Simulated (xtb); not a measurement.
xtb single point, GFN2-xTB, GBSA implicit acetonitrile, on methylsulfide, CH3S (SMILES C[S-]), charge -1, multiplicity 1.

```
xtb m.xyz --gfn 2 --chrg -1 --uhf 0 --norestart --sp --gbsa acetonitrile

5

C     -0.710237    -0.240243     0.018777
S      1.094639    -0.240292     0.018736
H     -1.094516    -0.786152     0.888808
H     -1.094639     0.786152     0.056391
H     -1.094630    -0.721026    -0.888808
```

Output:

```

          ...................................................
          :                      SETUP                      :
          :.................................................:
          :  # basis functions                  17          :
          :  # atomic orbitals                  16          :
          :  # shells                            8          :
          :  # electrons                        14          :
          :  max. iterations                   250          :
          :  Hamiltonian                  GFN2-xTB          :
          :  restarted?                      false          :
          :  GBSA solvation                   true          :
          :  PC potential                    false          :
          :  electronic temp.          300.0000000     K    :
          :  accuracy                    1.0000000          :
          :  -> integral cutoff          0.2500000E+02      :
          :  -> integral neglect         0.1000000E-07      :
          :  -> SCF convergence          0.1000000E-05 Eh   :
          :  -> wf. convergence          0.1000000E-03 e    :
          :  Broyden damping             0.4000000          :
          :  net charge                         -1          :
          :  unpaired electrons                  0          :
          ...................................................

 iter      E             dE          RMSdq      gap      omega  full diag
   1     -7.1434069 -0.714341E+01  0.783E+00    6.12       0.0  T
   2     -7.2481026 -0.104696E+00  0.535E+00    4.76       1.0  T
   3     -7.2521971 -0.409447E-02  0.238E+00    4.67       1.0  T
   4     -7.2526799 -0.482804E-03  0.484E-01    4.39       1.0  T
   5     -7.2526850 -0.504887E-05  0.161E-01    4.37       1.0  T
   6     -7.2527000 -0.150105E-04  0.114E-01    4.37       1.0  T
   7     -7.2527117 -0.117598E-04  0.276E-02    4.37       1.6  T
   8     -7.2527124 -0.633146E-06  0.605E-03    4.37       7.4  T
   9     -7.2527124 -0.217842E-07  0.574E-04    4.37      77.9  T
  10     -7.2527124 -0.126010E-09  0.221E-05    4.37    2020.7  T

   *** convergence criteria satisfied after 10 iterations ***

         #    Occupation            Energy/Eh            Energy/eV
      -------------------------------------------------------------
         1        2.0000           -0.6104740             -16.6118
         2        2.0000           -0.5614636             -15.2782
         3        2.0000           -0.4613423             -12.5538
         4        2.0000           -0.4613207             -12.5532
         5        2.0000           -0.3990996             -10.8601
         6        2.0000           -0.2657867              -7.2324
         7        2.0000           -0.2657849              -7.2324 (HOMO)
         8                         -0.1051652              -2.8617 (LUMO)
         9                          0.0637540               1.7348
        10                          0.0637621               1.7351
        11                          0.0844345               2.2976
        12                          0.0844359               2.2976
       ...                                ...                  ...
        16                          0.3774227              10.2702
      -------------------------------------------------------------
                  HL-Gap            0.1606197 Eh            4.3707 eV
             Fermi-level           -0.1854751 Eh           -5.0470 eV


         :::::::::::::::::::::::::::::::::::::::::::::::::::::
         ::                     SUMMARY                     ::
         :::::::::::::::::::::::::::::::::::::::::::::::::::::
         :: total energy              -7.196516741031 Eh    ::
         :: total w/o Gsasa/hb        -7.193166182504 Eh    ::
         :: gradient norm              0.004774249725 Eh/a0 ::
         :: HOMO-LUMO gap              4.370684603289 eV    ::
         ::.................................................::
         :: SCC energy                -7.252712353786 Eh    ::
         :: -> isotropic ES            0.150040012885 Eh    ::
         :: -> anisotropic ES          0.002466954522 Eh    ::
         :: -> anisotropic XC          0.007043979808 Eh    ::
         :: -> dispersion             -0.001900900589 Eh    ::
         :: -> Gsolv                  -0.093616109719 Eh    ::
         ::    -> Gelec               -0.090265551193 Eh    ::
         ::    -> Gsasa               -0.005325964681 Eh    ::
         ::    -> Ghb                 -0.000071869197 Eh    ::
         ::    -> Gshift               0.002047275352 Eh    ::
         :: repulsion energy           0.056195612756 Eh    ::
         :: add. restraining           0.000000000000 Eh    ::
         :: total charge              -1.000000000000 e     ::
         :::::::::::::::::::::::::::::::::::::::::::::::::::::

           -------------------------------------------------
          |                Property Printout                |
           -------------------------------------------------

    * Orbital Energies and Occupations

         #    Occupation            Energy/Eh            Energy/eV
      -------------------------------------------------------------
         1        2.0000           -0.6104740             -16.6118
         2        2.0000           -0.5614636             -15.2782
         3        2.0000           -0.4613423             -12.5538
         4        2.0000           -0.4613207             -12.5532
         5        2.0000           -0.3990996             -10.8601
         6        2.0000           -0.2657867              -7.2324
         7        2.0000           -0.2657849              -7.2324 (HOMO)
         8                         -0.1051652              -2.8617 (LUMO)
         9                          0.0637540               1.7348
        10                          0.0637621               1.7351
        11                          0.0844345               2.2976
        12                          0.0844359               2.2976
        13                          0.1690725               4.6007
        14                          0.2414799               6.5710
        15                          0.2415624               6.5732
        16                          0.3774227              10.2702
      -------------------------------------------------------------
                  HL-Gap            0.1606197 Eh            4.3707 eV
             Fermi-level           -0.1854751 Eh           -5.0470 eV

     #   Z          covCN         q      C6AA      α(0)
     1   6 C        3.741     0.053    19.765     6.343
     2  16 S        0.971    -0.953   185.634    23.045
     3   1 H        0.924    -0.033     3.702     3.009
     4   1 H        0.924    -0.033     3.702     3.009
     5   1 H        0.924    -0.033     3.702     3.009

 Mol. C6AA /au·bohr⁶  :        566.183476
 Mol. C8AA /au·bohr⁸  :      19340.032501
 Mol. α(0) /au        :         38.414762

Wiberg/Mayer (AO) data.
largest (>0.10) Wiberg bond orders for each atom

 ---------------------------------------------------------------------------
     #   Z sym  total        # sym  WBO       # sym  WBO       # sym  WBO
 ---------------------------------------------------------------------------
     1   6 C    3.991 --     2 S    1.028     3 H    0.988     5 H    0.988
                             4 H    0.988
     2  16 S    1.062 --     1 C    1.028
     3   1 H    0.999 --     1 C    0.988
     4   1 H    0.999 --     1 C    0.988
     5   1 H    0.999 --     1 C    0.988
 ---------------------------------------------------------------------------


molecular dipole:
                 x           y           z       tot (Debye)
 q only:       -1.837       0.454      -0.035
   full:       -2.455       0.454      -0.035       6.347
molecular quadrupole (traceless):
                xx          xy          yy          xz          yz          zz
 q only:       -4.118       1.251       1.905      -0.098       0.024       2.213
  q+dip:       -6.723       1.672       3.208      -0.130       0.024       3.515
   full:       -5.562       1.672       2.627      -0.130       0.024       2.934

           -------------------------------------------------
          | TOTAL ENERGY               -7.196516741031 Eh   |
          | GRADIENT NORM               0.004774249725 Eh/α |
          | HOMO-LUMO GAP               4.370684603289 eV   |
           -------------------------------------------------
```

The total energy is -195.83 eV, -2.54 eV from the same level's vacuum run.
